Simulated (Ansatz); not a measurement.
This guess for CdInC₆N₆ is about to be relaxed.

```cif
data_structure
_symmetry_space_group_name_H-M 'P 1'
_symmetry_Int_Tables_number 1
_cell_length_a 7.4508
_cell_length_b 7.4508
_cell_length_c 7.4508
_cell_angle_alpha 60.000
_cell_angle_beta 60.000
_cell_angle_gamma 60.000
_cell_volume 292.48
loop_
_atom_site_label
_atom_site_type_symbol
_atom_site_fract_x
_atom_site_fract_y
_atom_site_fract_z
_atom_site_occupancy
Cd1 Cd 0.50000 0.50000 0.50000 1
In1 In 0.00000 0.00000 0.00000 1
C1 C 0.81010 0.18990 0.18990 1
C2 C 0.18990 0.81010 0.18990 1
C3 C 0.18990 0.18990 0.81010 1
C4 C 0.18990 0.81010 0.81010 1
C5 C 0.81010 0.18990 0.81010 1
C6 C 0.81010 0.81010 0.18990 1
N1 N 0.69906 0.30094 0.30094 1
N2 N 0.30094 0.69906 0.30094 1
N3 N 0.30094 0.30094 0.69906 1
N4 N 0.30094 0.69906 0.69906 1
N5 N 0.69906 0.30094 0.69906 1
N6 N 0.69906 0.69906 0.30094 1
```

These are results of DFT PBE, scalar-relativistic, plane waves, PAW (Ansatz), not measurements. Cutoff 420 eV, Gaussian smearing, Γ-centred meshes. Cell and atoms relax first on a coarse mesh and then on a finer one. In between, the cell is made exact in the group found at 0.06 Å. In metals the finer mesh still leaves noise of several meV/atom or more. The steps can't lower the symmetry of their start. No spin polarisation.

A guess keeps its type if space group and coordination stay and the shape of the cell changes little (axis ratios within about 15 %, angles within 6°); the volume may change.

Q: Will the relaxed cell still be of the starting type?

A: It keeps its type. The symmetry stays Fm-3m (No. 225). The volume per atom grows by 31.5 %, from 20.9 to 27.5 Å³. The shortest distance goes from 1.17 Å (C–N) to 1.16 Å (C–N). Counting neighbours within 15 % of an atom's shortest distance, the start has C 1, Cd 6, In 6, N 1 and the end C 1, Cd 6, In 6, N 1.

The last run used a 6×6×6 mesh for its 14-atom cell and Gaussian smearing of 0.10 eV. An odd number of electrons in the primitive cell allows no gap without spin; a larger cell or a magnetic state could open one. The cell is a metal run without spin; a magnetic state may lie lower. Symmetry constrained the relaxation, so the result can be a saddle point.
